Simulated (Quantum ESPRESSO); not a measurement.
## PSi2AlC4 (one run as intended and one with a planted mistake)

A calculation, not a measurement. The program is pw.x of Quantum ESPRESSO 7.5 (plane-wave density functional theory). The cell is made up: 8 atoms on a zincblende/diamond lattice, with randomly drawn elements, strain and displacements, not relaxed. PseudoDojo standard norm-conserving files (v0.5 for PBE, v0.4.1 for LDA and PBEsol) set the functional; there is no spin polarisation, spin-orbit coupling or dispersion term, and the masses in the input are unused placeholders.

Intended input:

```
&control calculation='scf', pseudo_dir='./dojo.nc.sr.pbe.v0_5.standard.upf', outdir='./o', disk_io='low', tprnfor=.true., tstress=.true. /
&system ibrav=0, nat=8, ntyp=4, nbnd=22, ecutwfc=82.02448710, nosym=.true., tot_charge=0,
 occupations='smearing', smearing='fd', degauss=0.0018374661
/
&electrons conv_thr=7.350e-09, electron_maxstep=60, /
ATOMIC_SPECIES
Al 1.0 Al.upf
C 1.0 C.upf
P 1.0 P.upf
Si 1.0 Si.upf
CELL_PARAMETERS angstrom
4.5074 -0.0101 -0.0395
-0.0101 4.5418 -0.0387
-0.0395 -0.0387 4.4447
ATOMIC_POSITIONS angstrom
P 0.014 -0.1229 -0.0012
Si -0.0059 2.2554 2.2392
Al 2.2652 0.1253 2.1575
Si 2.2762 2.1176 -0.0414
C 1.0971 1.2853 1.0359
C 0.993 3.3078 3.3078
C 3.2419 1.0549 3.1711
C 3.4519 3.3198 0.9809
K_POINTS automatic
4 4 4 1 1 1
```

The log is shortened where brackets say so; the opening notice, blank lines, dates and the lines on written files are dropped, and the path of the files is cut. It prints rydbergs, bohrs and kilobars, and counts compression as positive stress.

Log of the intended run:

```
     Program PWSCF v.7.5
     Parallel version (MPI & OpenMP), running on       4 processor cores
     Number of MPI processes:                 4
     Threads/MPI process:                     1
     [start-up lines left out]
     bravais-lattice index     =            0
     lattice parameter (alat)  =       8.5181  a.u.
     unit-cell volume          =     613.9384 (a.u.)^3
     number of atoms/cell      =            8
     number of atomic types    =            4
     number of electrons       =        32.00
     number of Kohn-Sham states=           22
     kinetic-energy cutoff     =      82.0245  Ry
     charge density cutoff     =     328.0979  Ry
     scf convergence threshold =      7.3E-09
     mixing beta               =       0.7000
     number of iterations used =            8  plain     mixing
     Exchange-correlation= PBE
                           (   1   4   3   4   0   0   0)
     [axes and pseudopotential details left out]
   Cartesian axes
     site n.     atom                  positions (alat units)
         1        P      tau(   1) = (   0.0031059  -0.0272652  -0.0002662  )
         2        Si     tau(   2) = (  -0.0013089   0.5003567   0.4967627  )
         3        Al     tau(   3) = (   0.5025308   0.0277976   0.4786377  )
         4        Si     tau(   4) = (   0.5049711   0.4697860  -0.0091845  )
         5        C      tau(   5) = (   0.2433898   0.2851416   0.2298127  )
         6        C      tau(   6) = (   0.2202954   0.7338299   0.7338299  )
         7        C      tau(   7) = (   0.7192101   0.2340278   0.7035032  )
         8        C      tau(   8) = (   0.7657982   0.7364920   0.2176110  )
     number of k points=    32  Fermi-Dirac smearing, width (Ry)=  0.0018
                       cart. coord. in units 2pi/alat
        k(    1) = (   0.1264165   0.1254385   0.1289842), wk =   0.0625000
        k(    2) = (   0.1286436   0.1276041   0.3825599), wk =   0.0625000
     [further k points left out]
     Dense  grid:    61597 G-vectors     FFT dimensions: (  50,  50,  50)
     Estimated max dynamical RAM per process >      91.61 MB
     Estimated total dynamical RAM >     321.32 MB
     Initial potential from superposition of free atoms
     starting charge      31.9960, renormalised to      32.0000
     Starting wfcs are   32 randomized atomic wfcs
     total cpu time spent up to now is        1.3 secs
     per-process dynamical memory:    67.6 Mb
     Self-consistent Calculation
     iteration #  1     ecut=    82.02 Ry     beta= 0.70
     Davidson diagonalization with overlap
     ethr =  1.00E-02,  avg # of iterations =  3.4
     total cpu time spent up to now is        2.7 secs
     total energy              =     -82.71436833 Ry
     estimated scf accuracy    <       1.86847366 Ry
     iteration #  2     ecut=    82.02 Ry     beta= 0.70
     Davidson diagonalization with overlap
     ethr =  5.84E-03,  avg # of iterations =  2.0
     total cpu time spent up to now is        3.9 secs
     total energy              =     -83.24611606 Ry
     estimated scf accuracy    <       1.19713309 Ry
     [iterations 3 to 10 left out]
     iteration # 11     ecut=    82.02 Ry     beta= 0.70
     Davidson diagonalization with overlap
     ethr =  2.86E-10,  avg # of iterations =  3.5
     total cpu time spent up to now is       15.8 secs
     total energy              =     -83.46383638 Ry
     estimated scf accuracy    <       0.00000001 Ry
     iteration # 12     ecut=    82.02 Ry     beta= 0.70
     Davidson diagonalization with overlap
     ethr =  3.73E-11,  avg # of iterations =  2.3
     total cpu time spent up to now is       17.0 secs
     End of self-consistent calculation
     [lines on levels left out]
!    total energy              =     -83.46383638 Ry
     estimated scf accuracy    <          3.9E-09 Ry
     smearing contrib. (-TS)   =      -0.00000000 Ry
     internal energy E=F+TS    =     -83.46383638 Ry
     The total energy is F=E-TS. E is the sum of the following terms:
     one-electron contribution =      16.73509257 Ry
     hartree contribution      =      10.58482712 Ry
     xc contribution           =     -29.81055180 Ry
     ewald contribution        =     -80.97320427 Ry
     convergence has been achieved in  12 iterations
     Forces acting on atoms (cartesian axes, Ry/au):
     atom    1 type  3   force =    -0.01041638    0.02403669   -0.02022997
     atom    2 type  4   force =    -0.05273803   -0.00883210   -0.04860409
     atom    3 type  1   force =    -0.14833691   -0.22275029   -0.13742650
     atom    4 type  4   force =     0.00835483    0.11766173   -0.04942224
     atom    5 type  2   force =    -0.05152834   -0.11952288    0.00826773
     atom    6 type  2   force =     0.06317608    0.05439444    0.04345346
     atom    7 type  2   force =     0.21590692    0.12836870    0.20236537
     atom    8 type  2   force =    -0.02441816    0.02664370    0.00159623
     Total force =     0.494352     Total SCF correction =     0.000023
     Computing stress (Cartesian axis) and pressure
          total   stress  (Ry/bohr**3)                   (kbar)     P=      -47.91
  -0.00029186   0.00037836   0.00060175          -42.93       55.66       88.52
   0.00037836  -0.00069954   0.00051013           55.66     -102.91       75.04
   0.00060175   0.00051013   0.00001438           88.52       75.04        2.12
     init_run     :      1.17s CPU      1.20s WALL (       1 calls)
     electrons    :     15.60s CPU     15.66s WALL (       1 calls)
     forces       :      0.29s CPU      0.30s WALL (       1 calls)
     stress       :      0.95s CPU      0.95s WALL (       1 calls)
     [timing details left out]
     PWSCF        :     18.13s CPU     18.26s WALL
     JOB DONE.
```

A second run has one planted mistake: two atoms have their elements exchanged. The input lines that differ, file-writing options aside:

```
- Si -0.0059 2.2554 2.2392
+ Al -0.0059 2.2554 2.2392
- Al 2.2652 0.1253 2.1575
+ Si 2.2652 0.1253 2.1575
```

Its log:

```
     Program PWSCF v.7.5
     Parallel version (MPI & OpenMP), running on       4 processor cores
     Number of MPI processes:                 4
     Threads/MPI process:                     1
     [start-up lines left out]
     bravais-lattice index     =            0
     lattice parameter (alat)  =       8.5181  a.u.
     unit-cell volume          =     613.9384 (a.u.)^3
     number of atoms/cell      =            8
     number of atomic types    =            4
     number of electrons       =        32.00
     number of Kohn-Sham states=           22
     kinetic-energy cutoff     =      82.0245  Ry
     charge density cutoff     =     328.0979  Ry
     scf convergence threshold =      7.3E-09
     mixing beta               =       0.7000
     number of iterations used =            8  plain     mixing
     Exchange-correlation= PBE
                           (   1   4   3   4   0   0   0)
     [axes and pseudopotential details left out]
   Cartesian axes
     site n.     atom                  positions (alat units)
         1        P      tau(   1) = (   0.0031059  -0.0272652  -0.0002662  )
         2        Al     tau(   2) = (  -0.0013089   0.5003567   0.4967627  )
         3        Si     tau(   3) = (   0.5025308   0.0277976   0.4786377  )
         4        Si     tau(   4) = (   0.5049711   0.4697860  -0.0091845  )
         5        C      tau(   5) = (   0.2433898   0.2851416   0.2298127  )
         6        C      tau(   6) = (   0.2202954   0.7338299   0.7338299  )
         7        C      tau(   7) = (   0.7192101   0.2340278   0.7035032  )
         8        C      tau(   8) = (   0.7657982   0.7364920   0.2176110  )
     number of k points=    32  Fermi-Dirac smearing, width (Ry)=  0.0018
                       cart. coord. in units 2pi/alat
        k(    1) = (   0.1264165   0.1254385   0.1289842), wk =   0.0625000
        k(    2) = (   0.1286436   0.1276041   0.3825599), wk =   0.0625000
     [further k points left out]
     Dense  grid:    61597 G-vectors     FFT dimensions: (  50,  50,  50)
     Estimated max dynamical RAM per process >      91.61 MB
     Estimated total dynamical RAM >     321.32 MB
     Initial potential from superposition of free atoms
     starting charge      31.9960, renormalised to      32.0000
     Starting wfcs are   32 randomized atomic wfcs
     total cpu time spent up to now is        1.3 secs
     per-process dynamical memory:    67.6 Mb
     Self-consistent Calculation
     iteration #  1     ecut=    82.02 Ry     beta= 0.70
     Davidson diagonalization with overlap
     ethr =  1.00E-02,  avg # of iterations =  3.2
     total cpu time spent up to now is        2.6 secs
     total energy              =     -82.65496021 Ry
     estimated scf accuracy    <       1.92348357 Ry
     iteration #  2     ecut=    82.02 Ry     beta= 0.70
     Davidson diagonalization with overlap
     ethr =  6.01E-03,  avg # of iterations =  2.0
     total cpu time spent up to now is        3.8 secs
     total energy              =     -83.19771869 Ry
     estimated scf accuracy    <       1.35964879 Ry
     [iterations 3 to 9 left out]
     iteration # 10     ecut=    82.02 Ry     beta= 0.70
     Davidson diagonalization with overlap
     ethr =  4.00E-09,  avg # of iterations =  2.0
     total cpu time spent up to now is       13.8 secs
     total energy              =     -83.44291889 Ry
     estimated scf accuracy    <       0.00000021 Ry
     iteration # 11     ecut=    82.02 Ry     beta= 0.70
     Davidson diagonalization with overlap
     ethr =  6.58E-10,  avg # of iterations =  2.0
     total cpu time spent up to now is       14.9 secs
     End of self-consistent calculation
     [lines on levels left out]
!    total energy              =     -83.44291894 Ry
     estimated scf accuracy    <          1.9E-09 Ry
     smearing contrib. (-TS)   =      -0.00000000 Ry
     internal energy E=F+TS    =     -83.44291894 Ry
     The total energy is F=E-TS. E is the sum of the following terms:
     one-electron contribution =      17.27566541 Ry
     hartree contribution      =      10.29708959 Ry
     xc contribution           =     -29.79407659 Ry
     ewald contribution        =     -81.22159735 Ry
     convergence has been achieved in  11 iterations
     Forces acting on atoms (cartesian axes, Ry/au):
     atom    1 type  3   force =    -0.00325982    0.01724967   -0.02622379
     atom    2 type  1   force =    -0.07002445   -0.03364187   -0.03789715
     atom    3 type  4   force =    -0.11336962   -0.17769418   -0.09734355
     atom    4 type  4   force =     0.00482462    0.11960499   -0.05629745
     atom    5 type  2   force =     0.01744102   -0.17882312   -0.00698041
     atom    6 type  2   force =     0.12224770    0.12657857    0.08892097
     atom    7 type  2   force =     0.11340165    0.03766919    0.16097868
     atom    8 type  2   force =    -0.07126111    0.08905673   -0.02515730
     Total force =     0.452668     Total SCF correction =     0.000077
     Computing stress (Cartesian axis) and pressure
          total   stress  (Ry/bohr**3)                   (kbar)     P=      -33.98
  -0.00030597   0.00041514   0.00044998          -45.01       61.07       66.19
   0.00041514  -0.00058879   0.00048562           61.07      -86.61       71.44
   0.00044998   0.00048562   0.00020186           66.19       71.44       29.70
     init_run     :      1.16s CPU      1.20s WALL (       1 calls)
     electrons    :     13.61s CPU     13.69s WALL (       1 calls)
     forces       :      0.29s CPU      0.30s WALL (       1 calls)
     stress       :      0.90s CPU      0.90s WALL (       1 calls)
     [timing details left out]
     PWSCF        :     16.05s CPU     16.18s WALL
     JOB DONE.
```

|  | intended run | run with the mistake |
| --- | --- | --- |
| free energy (eV) | -1135.583 | -1135.299 |
| smearing term -TS (eV) | 0.0000 | 0.0000 |
| pressure (GPa) | -4.79 | -3.40 |
| largest force component (eV/Å) | 5.727 | 4.598 |
| largest change of a force component (eV/Å) |  | 2.636 |
| iterations | 12 | 11 |

For scale, a rerun of the intended cell at 1347 eV and a 6 x 6 x 6 mesh moved values by no more than 0.006 eV in energy, 0.07 GPa in stress and 0.004 eV/Å in force.